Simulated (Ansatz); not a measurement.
Here is the system:

Ga2BiAs:
```yaml
crystal:
  lattice:
    - [2.11667, 1.22206, 6.97311]
    - [-2.11667, 1.22206, 6.97311]
    - [0.00000, -2.44412, 6.97311]
  atoms:
    - { symbol: Ga, position: [0.88297, 0.88297, 0.88297] }
    - { symbol: Ga, position: [0.36798, 0.36798, 0.36798] }
    - { symbol: Bi, position: [0.49895, 0.49895, 0.49895] }
    - { symbol: As, position: [0.00011, 0.00011, 0.00011] }
```

This is the PBEsol-relaxed structure.

### Question
All from DFT-PBEsol in the program Ansatz with PAW potentials, unless another level is named. Give the bulk modulus (Birch–Murnaghan fit).

### Answer
510 kbar.

### Question
And the highest zone-centre frequency?

### Answer
239 cm⁻¹.

Space group R3m. The first step of the workflow began from a Materials Project structure, measured or hypothetical; the Crystallography Open Database copy checked does not list it. Whether it is the stable phase at ambient conditions was not checked. The PBEsol relaxation kept the symmetry of its start; of distortions, only those at the zone centre were tested. As this level gives no gap, phonon frequencies hold no LO–TO term and depend on the k-mesh and smearing (Fermi–Dirac, 0.1 eV here). Spin–orbit coupling is left out wherever it is not named.

Potentials: the later of the program's two PAW sets.
